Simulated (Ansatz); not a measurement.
Ge2Sb2Te5 (Ge2Sb2Te5-Kooi type, space group P-3m1)

```yaml
crystal:
  lattice:
    - [4.26710, 0.00000, 0.00000]
    - [-2.13355, 3.69542, 0.00000]
    - [0.00000, 0.00000, 17.62092]
  atoms:
    - { symbol: Te, position: [0.00000, 0.00000, 0.00000] }
    - { symbol: Ge, position: [0.66667, 0.33333, 0.09773] }
    - { symbol: Ge, position: [0.33333, 0.66667, 0.90227] }
    - { symbol: Te, position: [0.33333, 0.66667, 0.19306] }
    - { symbol: Te, position: [0.66667, 0.33333, 0.80694] }
    - { symbol: Sb, position: [0.00000, 0.00000, 0.30824] }
    - { symbol: Sb, position: [0.00000, 0.00000, 0.69176] }
    - { symbol: Te, position: [0.66667, 0.33333, 0.40475] }
    - { symbol: Te, position: [0.33333, 0.66667, 0.59525] }
```

Equation-of-state scan: isotropic scaling of the cell above, V₀ being its volume. The atoms relax within the cell's symmetry.

Method: r2SCAN (plane waves to 500 eV, PAW, scalar-relativistic; Ansatz, a program for electronic structure). k mesh 9×9×2 (Γ-centred), Fermi-Dirac smearing 0.05 eV. E stands for the smeared free energy. Stress and pressure are positive under compression. With the shape held, the modulus is that of even scaling; a crystal free to change shape is softer. Ge2Sb2Te5 was relaxed with its symmetry unable to fall. Spin-orbit coupling is left out, though Sb and Te are heavy. The PAW data are Ansatz's earlier set. ΔE is measured from the relaxed starting cell.

| V (Å³/atom) | ΔE (meV/atom) |
|---|---|
| 27.786 | 39.2 |
| 28.301 | withheld |
| 28.815 | 15.9 |
| 29.330 | 8.5 |
| 29.844 | 3.6 |
| 30.359 | 0.9 |
| 30.873 | 0.0 |
| 31.388 | 0.8 |
| 31.902 | 2.9 |
| 32.417 | 6.3 |
| 32.932 | 10.6 |
| 33.446 | 15.7 |
| 33.961 | 21.5 |

Problem. Fit a third-order Birch-Murnaghan form (E₀, V₀, B₀, B₀′ free) to the given rows and predict ΔE at V = 28.301.

Solution. Least squares on the 12 given rows: ΔE = E₀ + (9V₀B₀/16)·y²·[2 + (B₀′ − 4)y], y = (V₀/V)^(2/3) − 1, with V₀ = 30.880 Å³/atom, B₀ = 29.79 GPa (160.2 GPa = 1 eV/Å³; the term in eV is multiplied by 1000), B₀′ = 7.86, E₀ = 0.07 meV/atom; root-mean-square residual 0.06 meV/atom. At 28.301 the fit gives 25.9 meV/atom; the calculation gives 26.0 meV/atom, so the interpolation is off by -0.1 (-0.4 %). For the pressure the fit gives 3.63 GPa against the computed 3.61 GPa.

(A scan under strain: stresses follow from slopes of the energy per volume, elastic moduli from its curvatures.)
